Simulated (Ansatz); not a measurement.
## Calculated with Ansatz: LiAl₂BrN₆, settings compared

Run with:

```bash
ansatz run input.yaml --threads 1 --pin off --max-ram 2560MiB --backend cpu --events-out ev --progress --plain --runs-dir out
```

The input file (Ansatz 0.2.0, plane waves):

```yaml
crystal:
  lattice:
    - [5.218959, 0.0, 0.0]
    - [-2.609479, 4.519754, 0.0]
    - [0.0, 0.0, 7.323578]
  atoms:
    - { symbol: Li, position: [0.0, 0.0, 0.0] }
    - { symbol: Al, position: [0.3333, 0.6667, 0.0] }
    - { symbol: Al, position: [0.6667, 0.3333, 0.0] }
    - { symbol: "N", position: [0.0, 0.63615, 0.1334] }
    - { symbol: "N", position: [0.36385, 0.36385, 0.1334] }
    - { symbol: "N", position: [0.63615, 0.0, 0.1334] }
    - { symbol: "N", position: [0.36385, 0.0, 0.8666] }
    - { symbol: "N", position: [0.63615, 0.63615, 0.8666] }
    - { symbol: "N", position: [0.0, 0.36385, 0.8666] }
    - { symbol: Br, position: [0.0, 0.0, 0.5] }
  symmetry: { tolerance: 0.0003 }
kpoints:
  mp_grid: { grid: [4, 4, 3], shift: [0, 0, 0] }
magnetization:
  spin_polarized: false
scf:
  occupations: { method: fermi_dirac }
hamiltonian:
  pseudopotentials: { kind: paw }
  xc: pbe
basis:
  ecutwfc: 420
output:
  forces: true
  stress: true
  eigenvalues: true
```

Origin of the cell: a known structure type with other elements, at an estimated volume, so it need not be a known compound.

The smearing width isn't typed, so it takes its default of 0.1 eV.

Output of this run (shortened):

```
SCF iter   1: F=—  HF=-6352.483270 eV  Δρ=1.64e-2  dr2=1.56e0
SCF iter   2: F=—  HF=-6352.446424 eV  Δρ=2.25e-2  dr2=3.10e0
SCF iter   3: F=—  HF=-6352.321330 eV  Δρ=2.37e-3  dr2=4.95e-3
SCF iter   4: F=—  HF=-6352.321290 eV  Δρ=1.60e-3  dr2=1.69e-2
SCF iter   5: F=—  HF=-6352.320155 eV  Δρ=2.20e-4  dr2=1.18e-4
SCF iter   6: F=—  HF=-6352.320178 eV  Δρ=1.37e-4  dr2=1.13e-4
SCF iter   7: F=—  HF=-6352.320176 eV  Δρ=5.95e-5  dr2=2.50e-5
SCF iter   8: F=—  HF=-6352.320105 eV  Δρ=1.90e-5  dr2=2.77e-6
SCF iter   9: F=—  HF=-6352.320105 eV  Δρ=5.74e-6  dr2=2.64e-7
SCF iter  10: F=-6352.320105 eV  HF=-6352.320105 eV  Δρ=7.17e-7  dr2=2.30e-9
SCF 1 converged in 10 iterations: F = -6352.320105 eV  dr2 = 2.30e-9
SCF converged after 10 iterations
Free energy (F): -6352.320105 eV
Harris-Foulkes:  -6352.320105 eV  (|F-HF|=1.91e-9)
Internal energy: -6352.040625 eV  (E = F + TS)
E sigma→0 (E₀):  -6352.180365 eV
Entropy (-TS):   -0.279480 eV (-27.948 meV/atom)
Fermi energy:    0.669012 eV
--- Per-component energies (eV) ---
  E_band       = -294.037434
  E_kinetic    = 945.187751
  E_local      = -2823.751530  (includes V_loc(G=0)·N_el)
  E_nonlocal   = 339.147870
  E_hartree    = 998.410097
  E_xc         = -699.791988
  E_vxc        = -612.284194  (∫ρ·V_xc dr)
  E_paw        = -3960.097803  (= ΣΔE_a)
  E_vpaw       = -139.156449  (= ΣTr[D̂ρ^β])
  E_aug_tail   = 0.000493  (compensation charges beyond the density's cutoff)
  E_ewald      = -1151.145515
  E_smearing   = -0.279480  (= −TS)
  Σ components = -6352.320105   (vs F -6352.320105, Δ=0.00e0)
--- Forces (eV/Å), atoms counted from 1 ---
  atom   1  Li     0.000000     0.000000     0.000000
  atom   2  Al    -0.000000     0.000000    -0.000000
  atom   3  Al     0.000000    -0.000000     0.000000
[… 2 lines left out …]
  atom   6  N     -0.230455     0.000000    -1.308721
  atom   7  N      0.230455    -0.000000     1.308721
  atom   8  N     -0.115228    -0.199580     1.308721
  atom   9  N     -0.115228     0.199580     1.308721
  atom  10  Br    -0.000000     0.000000     0.000000
  max |Σ_I F_I| component: 2.78e-17 eV/Å
--- Stress (GPa, compression-positive) ---
        4.067923      -0.000000      -0.000000
        0.000000       4.067923       0.000000
        0.000000       0.000000     -12.406894
  P = ⅓ Tr σ = -1.4237 GPa (-14.237 kbar)
```

The same input was run again with these changes:

1. `scf.eigensolver.kind` default → davidson; `basis.precision` default → f64
2. `kpoints.mp_grid.grid` [4, 4, 3] → [2, 2, 2]; `scf.occupations.method` fermi_dirac → tetrahedron
3. `kpoints.mp_grid.grid` [4, 4, 3] → [1, 1, 1]

```json
{"run": "base", "end": "converged", "SCF iterations": "10", "P (GPa)": "-1.42", "max force component (eV/Å)": "1.309", "moment (μB)": "–", "ΔE(σ→0) (meV/atom)": "0"}
{"run": "1", "end": "converged", "SCF iterations": "8", "P (GPa)": "-1.42", "max force component (eV/Å)": "1.309", "moment (μB)": "–", "ΔE(σ→0) (meV/atom)": "0.00"}
{"run": "2", "end": "converged", "SCF iterations": "10", "P (GPa)": "-1.18", "max force component (eV/Å)": "1.408", "moment (μB)": "–", "ΔE(σ→0) (meV/atom)": "17.94"}
{"run": "3", "end": "converged", "SCF iterations": "10", "P (GPa)": "-3.16", "max force component (eV/Å)": "0.618", "moment (μB)": "–", "ΔE(σ→0) (meV/atom)": "-46.16"}
```

Energies are compared only where functional, datasets, charge and starting cell are the same.

Not properties of the system: run 2 (too coarse or loose: `kpoints.mp_grid.grid` = [2, 2, 2]), run 3 (too coarse or loose: `kpoints.mp_grid.grid` = [1, 1, 1]).

Caveats of the base run: no spin, though holes on the anions or broken bonds may carry moments; the k mesh is coarse if the cell is a metal.

Run 2: forces and stress under tetrahedra may miss the slope of the energy.

The base run ran for 3.8 s of wall time on 1 CPU thread(s) of a shared host, from the program's own first density.
